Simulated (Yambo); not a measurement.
A G0W0@PBEsol run in Yambo for KSc$_{2}$F$_{7}$ (space group Cmmm, No. 65) (2×2×4 Γ-centred k mesh, bands 3 to 166 and a 6 Ry block in the screening, 166 bands in G with the Bruneval-Gonze terminator, plasmon pole fitted at 27.2 eV) gives these matrix elements, in eV, at the band edges (Γ → (-0.5, -0.5, 0)):

```csv
state,E0,<Vxc>,<Σx>,<Σc(E0)>,Z
valence edge,0.000,-23.048,-30.593,5.054,0.806
conduction edge,5.866,-17.531,-9.376,-4.768,0.836
```

### Question
Solve the linearised quasiparticle equation for both states, give the gap, and say how exchange and correlation each act on it.

### Answer
E = E0 + Z(Σx + Σc − Vxc). Valence: 0.000 + 0.806 × (-30.593 + (5.054) − (-23.048)) = -2.01 eV. Conduction: 5.866 + 0.836 × (-9.376 + (-4.768) − (-17.531)) = 8.70 eV. The gap is 10.71 eV, against 5.87 eV in PBEsol. Replacing Vxc by bare exchange alone would open it by 15.70 eV; correlation takes back 9.82 eV of that, and Z scales what is left. Nearest settings tried, and what they do to the gap: 115 bands in W, 115 bands in G: +87 meV; 1 Ry block (17 vectors against 241): +3060 meV. Not varied: mesh. So the settings aren't converged at that level. 

Geometry of the Materials Project entry, not relaxed at this level; primitive cell a = 6.224 Å, b = 6.224 Å, c = 4.048 Å, α = 90.00°, β = 90.00°, γ = 116.57°.

The structure is a Materials Project entry; no match was found in the copy of COD used, and its stability was not checked.
